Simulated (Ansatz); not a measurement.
Si:
```
Si
1.0
    0.00000     2.70077     2.70077
    2.70077     0.00000     2.70077
    2.70077     2.70077     0.00000
Si
2
Direct
  0.75000   0.75000   0.75000
  0.50000   0.50000   0.50000
```

This is the LDA-relaxed structure.

All from plane-wave PAW LDA (Ansatz code), unless another level is named. Estimate the band gap.

0.44 eV (indirect).

What about the hole effective mass, band 1 of 3 at the edge?

0.26 along [100], 2.7 along [110], 0.66 along [111] (mₑ).

Predict the smallest direct gap on the standard path.

2.53 eV.

And the valence-band maximum?

at Γ.

Space group Fd-3m (diamond). The LDA relaxation kept the symmetry of its start.

Potentials: the earlier of the program's two PAW sets. The files were generated under PBE; for other functionals the program regenerates the frozen cores, and for LDA and PBEsol the local potential too.
